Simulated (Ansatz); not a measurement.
Input, command and steps of an Ansatz relaxation.

```yaml
crystal:
  lattice:
    - [-4.4245, 4.4245, 0.0]
    - [-4.4245, 0.0, 4.4245]
    - [0.0, 4.4245, 4.4245]
  atoms:
    - { symbol: "N", position: [0.7591814754, 0.7472819165, 0.7452544934] }
    - { symbol: "N", position: [0.2522890024, 0.7493237416, 0.7508736651] }
    - { symbol: "N", position: [0.7534574008, 0.2452312917, 0.7532858844] }
    - { symbol: "N", position: [0.7421714388, 0.7497823606, 0.2554767408] }
    - { symbol: "N", position: [0.25321792, 0.2437570105, 0.7571133399] }
    - { symbol: "N", position: [0.24683413, 0.7579398077, 0.2483220526] }
    - { symbol: "N", position: [0.7482991556, 0.2461684351, 0.2560599452] }
    - { symbol: "N", position: [0.251485508, 0.2494153317, 0.2456922758] }
    - { symbol: Al, position: [0.9921154222, 0.5041287914, 0.0033309629] }
    - { symbol: Al, position: [0.5006442552, 0.9946682705, 0.5011369748] }
    - { symbol: Zr, position: [0.9956870199, 0.0030565567, 0.9990660644] }
    - { symbol: Zr, position: [0.5023616036, 0.9966265432, 0.0005643714] }
    - { symbol: Zr, position: [0.9949718397, 0.50654426, 0.4974619633] }
    - { symbol: Zr, position: [0.5029069966, 0.4988761373, 0.495570292] }
    - { symbol: Hf, position: [0.0012567475, 0.9954603261, 0.5039703382] }
    - { symbol: Hf, position: [0.4998992565, 0.5012373277, 0.0008856733] }
  symmetry: { detect: false }
basis:
  ecutwfc: 420
kpoints:
  mp_grid: { grid: [3, 3, 3], shift: [0.0, 0.0, 0.0] }
hamiltonian:
  xc: pbe
scf:
  occupations: { method: gaussian, width: 0.1 }
  lower_state_search: "off"
output:
  forces: true
  stress: true
  eigenvalues: true
relax:
  adjacent_minimum: "off"
  f_tol: 0.04
  max_steps: 50
  cell: { stress_tol: 0.3 }
```

```bash
ansatz run input.yaml --threads 4 --pin off --max-ram 9216MiB --backend cpu --events-out ev --progress --plain --runs-dir out
```

Theory: DFT PBE, scalar-relativistic, plane waves, PAW in Ansatz 0.2.0.

Of 13 frames 9 are shown, positions in Å and forces in eV/Å; the SCF threshold varies from step to step. Steps run on the plane waves of an earlier cell, with a Pulay correction in the pressure. The basis is chosen afresh for the last frame, the zero of the energies, and at times for earlier ones too; energy and pressure can step there, also at an unchanged geometry. Here that happened at step 11 (-3 meV/atom, 0.4 GPa); frames between the last choice of the basis and such a step carry an error that grows, as the cell changes, to that size. The mark taken_back stands on steps that the optimiser undid.

```xyz
16
Lattice="-4.4245 4.4245 0.0000 -4.4245 0.0000 4.4245 0.0000 4.4245 4.4245" Properties=species:S:1:pos:R:3:forces:R:3 pbc="T T T" step=1 free_energy_over_end_meV_per_atom=52.08 pressure_GPa=17.06
N    -6.6653    6.6564    6.6037    0.5888    0.0062    0.6171
N    -4.4316    4.4385    6.6376   -0.0235   -0.1007   -0.0293
N    -4.4187    6.6666    4.4179   -0.1574   -0.7222    0.1538
N    -6.6011    4.4141    4.4478   -0.6586    0.1359   -0.1190
N    -2.1989    4.4702    4.4284   -0.1459   -0.8943   -0.0883
N    -4.4456    2.1908    4.4522    0.3426    0.2597   -0.4184
N    -4.4000    4.4438    2.2221   -0.0728   -0.2393   -0.2834
N    -2.2162    2.1998    2.1906    0.0767    0.0240    0.4123
Al   -6.6201    4.4044    2.2453   -0.1105    0.3039   -0.4175
Al   -6.6160    4.4324    6.6182   -0.0636   -0.1817    0.2691
Zr   -4.4189    8.8258    4.4339   -0.0753    0.6573    0.0302
Zr   -6.6323    2.2252    4.4121   -0.1048   -0.2272    0.1269
Zr   -6.6435    6.6033    4.4422    0.0695    0.8712   -0.7173
Zr   -4.4324    4.4178    4.3999    0.7243    0.3466    0.4951
Hf   -4.4100    2.2354    6.6342   -0.5568   -0.1980    0.0687
Hf   -4.4295    2.2157    2.2216    0.1674   -0.0415   -0.0998
16
Lattice="-4.5379 4.5360 0.0024 -4.5385 0.0018 4.5349 0.0006 4.5389 4.5373" Properties=species:S:1:pos:R:3:forces:R:3 pbc="T T T" step=2 free_energy_over_end_meV_per_atom=12.16 pressure_GPa=-2.59
N    -6.8047    6.8302    6.8026    0.1061    0.0208    0.1433
N    -4.5633    4.5293    6.8091    0.0478    0.0981   -0.0632
N    -4.5288    6.8337    4.5333   -0.0021   -0.2077    0.0653
N    -6.8007    4.5465    4.5480   -0.0958   -0.0679    0.0283
N    -2.2660    4.5530    4.5259   -0.0437   -0.1493    0.0574
N    -4.5360    2.2846    4.5421    0.0948   -0.0277   -0.0898
N    -4.5281    4.5269    2.2741    0.0024    0.0859   -0.0671
N    -2.2601    2.2557    2.2735    0.0073    0.0134    0.0215
Al   -6.8068    4.5250    2.2784    0.0637   -0.0039    0.0269
Al   -6.8004    4.5372    6.7830    0.0293   -0.0104    0.0671
Zr   -4.5527    9.0846    4.5477    0.2130   -0.0657   -0.0377
Zr   -6.7951    2.2685    4.5522   -0.1385    0.0815   -0.2499
Zr   -6.7995    6.8114    4.5520   -0.0729    0.0804   -0.2358
Zr   -4.5372    4.5586    4.5281    0.1352   -0.1662    0.0893
Hf   -4.5250    2.2670    6.7959   -0.1460    0.0854    0.1536
Hf   -4.5170    2.2489    2.2667   -0.2005    0.2332    0.0910
16
Lattice="-4.5260 4.5256 -0.0002 -4.5259 -0.0001 4.5144 0.0001 4.5255 4.5144" Properties=species:S:1:pos:R:3:forces:R:3 pbc="T T T" step=4 free_energy_over_end_meV_per_atom=8.43 pressure_GPa=-0.18
N    -6.7837    6.8404    6.7724    0.0074    0.0846    0.0021
N    -4.5699    4.5270    6.7726   -0.0862   -0.0054    0.0006
N    -4.5193    6.7886    4.5153    0.0519   -0.0506   -0.0106
N    -6.7841    4.5278    4.5209   -0.0048    0.0030    0.0087
N    -2.2580    4.5276    4.5181   -0.0073    0.0064    0.0080
N    -4.5193    2.2632    4.5153    0.0514   -0.0532   -0.0095
N    -4.5716    4.5272    2.2581   -0.0873   -0.0063    0.0011
N    -2.2576    2.3127    2.2581    0.0064    0.0855    0.0008
Al   -6.7449    4.4884    2.2542    0.0682   -0.0651   -0.0055
Al   -6.7420    4.4866    6.7679    0.0627   -0.0632   -0.0041
Zr   -4.5201    9.0555    4.5156    0.0001    0.0494   -0.0024
Zr   -6.7866    2.2635    4.5150   -0.0481    0.0019   -0.0001
Zr   -6.7867    6.7897    4.5154   -0.0464   -0.0014   -0.0012
Zr   -4.5201    4.5301    4.5150    0.0013    0.0472   -0.0011
Hf   -4.5201    2.2637    6.7726    0.0148   -0.0153    0.0071
Hf   -4.5208    2.2649    2.2583    0.0161   -0.0177    0.0061
16
Lattice="-4.5255 4.5253 -0.0023 -4.5282 -0.0049 4.5146 0.0049 4.5280 4.5146" Properties=species:S:1:pos:R:3:forces:R:3 pbc="T T T" step=5 free_energy_over_end_meV_per_atom=7.20 pressure_GPa=-0.31
N    -6.7807    6.8625    6.7724    0.0085    0.1071   -0.0100
N    -4.5936    4.5247    6.7735   -0.1085   -0.0083   -0.0107
N    -4.5104    6.7836    4.5073   -0.0023    0.0028    0.0117
N    -6.7851    4.5254    4.5483    0.0093   -0.0105    0.0768
N    -2.2557    4.5291    4.5514    0.0077   -0.0086    0.0773
N    -4.5141    2.2545    4.5084   -0.0030    0.0019    0.0120
N    -4.5944    4.5258    2.2579   -0.1087   -0.0077   -0.0107
N    -2.2563    2.3384    2.2589    0.0092    0.1088   -0.0106
Al   -6.7255    4.4655    2.2244    0.0849   -0.0830   -0.0481
Al   -6.7236    4.4644    6.7372    0.0824   -0.0835   -0.0428
Zr   -4.5146    9.0596    4.5137    0.0064    0.0159   -0.0151
Zr   -6.7904    2.2579    4.5147   -0.0149   -0.0063   -0.0145
Zr   -6.7867    6.7879    4.5135   -0.0139   -0.0064   -0.0143
Zr   -4.5176    4.5306    4.5146    0.0078    0.0143   -0.0148
Hf   -4.5184    2.2586    6.7742    0.0166   -0.0171    0.0072
Hf   -4.5197    2.2602    2.2585    0.0185   -0.0196    0.0066
16
Lattice="-4.5243 4.5242 -0.0006 -4.5272 -0.0035 4.5132 0.0037 4.5272 4.5133" Properties=species:S:1:pos:R:3:forces:R:3 pbc="T T T" step=6 free_energy_over_end_meV_per_atom=7.00 pressure_GPa=0.01
N    -6.7788    6.8652    6.7707   -0.0022    0.1001   -0.0015
N    -4.5964    4.5238    6.7708   -0.1020    0.0012    0.0000
N    -4.5106    6.7827    4.5078    0.0001    0.0005    0.0056
N    -6.7832    4.5249    4.5511    0.0027   -0.0032    0.0681
N    -2.2557    4.5285    4.5534    0.0027   -0.0073    0.0684
N    -4.5140    2.2551    4.5081    0.0006    0.0019    0.0048
N    -4.5966    4.5241    2.2574   -0.1019    0.0009   -0.0007
N    -2.2549    2.3415    2.2576   -0.0023    0.1017    0.0003
Al   -6.7223    4.4637    2.2252    0.0886   -0.0866   -0.0622
Al   -6.7213    4.4636    6.7360    0.0872   -0.0891   -0.0556
Zr   -4.5143    9.0582    4.5131    0.0069    0.0083   -0.0060
Zr   -6.7894    2.2588    4.5131   -0.0045   -0.0110   -0.0032
Zr   -6.7862    6.7868    4.5130   -0.0039   -0.0068   -0.0069
Zr   -4.5170    4.5306    4.5132    0.0106    0.0085   -0.0054
Hf   -4.5169    2.2586    6.7726    0.0063   -0.0079   -0.0026
Hf   -4.5176    2.2593    2.2591    0.0112   -0.0114   -0.0031
16
Lattice="-4.5328 4.5331 -0.0198 -4.5351 -0.0221 4.5324 0.0232 4.5364 4.5335" Properties=species:S:1:pos:R:3:forces:R:3 pbc="T T T" step=8 free_energy_over_end_meV_per_atom=38.42 pressure_GPa=2.75 taken_back
N    -6.7782    7.0150    6.7824   -0.1818   -0.8977    0.1843
N    -4.7401    4.5209    6.7906    0.8992    0.1797    0.2027
N    -4.4989    6.7863    4.4936   -0.1841    0.1908    0.2912
N    -6.7824    4.5116    4.7926   -0.3501    0.3574   -2.0242
N    -2.2370    4.5245    4.8041   -0.3558    0.3612   -2.0830
N    -4.5115    2.2409    4.5026   -0.1856    0.1891    0.2942
N    -4.7517    4.5303    2.2479    0.9122    0.1818    0.2013
N    -2.2561    2.4930    2.2590   -0.1814   -0.9187    0.1969
Al   -6.6130    4.3410    2.0217   -0.3719    0.3627    1.6912
Al   -6.6029    4.3317    6.5671   -0.3646    0.3873    1.6303
Zr   -4.4823    9.0916    4.4972   -0.0124   -0.1760   -0.0660
Zr   -6.8156    2.2259    4.5069    0.1611   -0.0028   -0.0672
Zr   -6.8027    6.7707    4.4980    0.1597    0.0033   -0.0739
Zr   -4.4961    4.5450    4.5072   -0.0071   -0.1694   -0.0700
Hf   -4.5036    2.2327    6.8176    0.0297   -0.0232   -0.1544
Hf   -4.5144    2.2424    2.2746    0.0330   -0.0258   -0.1536
16
Lattice="-4.5284 4.5284 -0.0178 -4.5252 -0.0146 4.5221 0.0145 4.5251 4.5221" Properties=species:S:1:pos:R:3:forces:R:3 pbc="T T T" step=9 free_energy_over_end_meV_per_atom=3.73 pressure_GPa=0.05
N    -6.7778    6.9102    6.7684    0.0320    0.0123   -0.0323
N    -4.6393    4.5204    6.7772   -0.0121   -0.0323   -0.0321
N    -4.5142    6.7909    4.5101    0.0818   -0.0813   -0.1695
N    -6.7818    4.5187    4.6565    0.0168   -0.0159   -0.0441
N    -2.2477    4.5244    4.6663    0.0164   -0.0156   -0.0433
N    -4.5198    2.2569    4.5190    0.0814   -0.0818   -0.1694
N    -4.6481    4.5293    2.2463   -0.0129   -0.0320   -0.0315
N    -2.2582    2.3909    2.2552    0.0323    0.0128   -0.0324
Al   -6.6661    4.4031    2.1284   -0.0595    0.0601   -0.0101
Al   -6.6570    4.3942    6.6582   -0.0608    0.0598   -0.0084
Zr   -4.5002    9.0653    4.4917    0.0027    0.0472    0.0576
Zr   -6.7943    2.2425    4.5005   -0.0480   -0.0020    0.0580
Zr   -6.7886    6.7769    4.4916   -0.0477   -0.0030    0.0578
Zr   -4.5055    4.5313    4.5005    0.0017    0.0476    0.0578
Hf   -4.5055    2.2425    6.7850   -0.0124    0.0124    0.1710
Hf   -4.5145    2.2516    2.2540   -0.0118    0.0117    0.1706
16
Lattice="-4.5284 4.5284 -0.0108 -4.5263 -0.0087 4.5289 0.0087 4.5263 4.5289" Properties=species:S:1:pos:R:3:forces:R:3 pbc="T T T" step=10 free_energy_over_end_meV_per_atom=3.31 pressure_GPa=-0.02
N    -6.7808    6.9152    6.7838   -0.0009   -0.0079    0.0108
N    -4.6442    4.5236    6.7891    0.0077    0.0008    0.0114
N    -4.5121    6.7865    4.5139   -0.0007    0.0008   -0.0050
N    -6.7825    4.5220    4.6628   -0.0014    0.0013   -0.0006
N    -2.2509    4.5253    4.6692   -0.0009    0.0014   -0.0012
N    -4.5154    2.2548    4.5193   -0.0008    0.0008   -0.0050
N    -4.6497    4.5290    2.2549    0.0085    0.0009    0.0108
N    -2.2578    2.3925    2.2602   -0.0010   -0.0081    0.0109
Al   -6.6781    4.4175    2.1374    0.0051   -0.0059    0.0014
Al   -6.6726    4.4122    6.6708    0.0054   -0.0048    0.0019
Zr   -4.5059    9.0650    4.5095   -0.0037    0.0050   -0.0055
Zr   -6.7939    2.2484    4.5148   -0.0051    0.0039   -0.0054
Zr   -6.7906    6.7804    4.5095   -0.0051    0.0032   -0.0053
Zr   -4.5089    4.5333    4.5148   -0.0039    0.0051   -0.0055
Hf   -4.5102    2.2496    6.8031   -0.0014    0.0020   -0.0066
Hf   -4.5156    2.2551    2.2688   -0.0015    0.0013   -0.0067
16
Lattice="-4.5265 4.5265 -0.0126 -4.5257 -0.0118 4.5345 0.0118 4.5257 4.5345" Properties=species:S:1:pos:R:3:forces:R:3 pbc="T T T" step=13 free_energy_over_end_meV_per_atom=0.00 pressure_GPa=0.03
N    -6.7764    6.9105    6.7911   -0.0026   -0.0026    0.0025
N    -4.6403    4.5202    6.7974    0.0019    0.0030    0.0017
N    -4.5085    6.7842    4.5166   -0.0008    0.0013    0.0018
N    -6.7804    4.5187    4.6712    0.0021   -0.0018   -0.0068
N    -2.2484    4.5241    4.6784    0.0014   -0.0014   -0.0081
N    -4.5140    2.2523    4.5229   -0.0002   -0.0001    0.0013
N    -4.6467    4.5264    2.2566    0.0026    0.0025    0.0031
N    -2.2562    2.3904    2.2629   -0.0031   -0.0018    0.0021
Al   -6.6750    4.4131    2.1370    0.0004   -0.0001   -0.0083
Al   -6.6686    4.4070    6.6771    0.0000   -0.0003   -0.0083
Zr   -4.5015    9.0630    4.5126   -0.0005   -0.0009    0.0029
Zr   -6.7928    2.2450    4.5188    0.0006    0.0009    0.0031
Zr   -6.7873    6.7772    4.5126    0.0007    0.0006    0.0027
Zr   -4.5067    4.5310    4.5188   -0.0009   -0.0006    0.0027
Hf   -4.5078    2.2460    6.8107   -0.0008    0.0007    0.0039
Hf   -4.5141    2.2524    2.2699   -0.0006    0.0006    0.0037
```

It took 92 s on 4 threads of Intel(R) Xeon(R) Platinum 8259CL CPU @ 2.50GHz (Skylake/Cascade Lake) (shared host), peak memory 0.89 GiB.

The k mesh is coarse. Spin–orbit coupling is left out, which can shift energies with elements as heavy as these.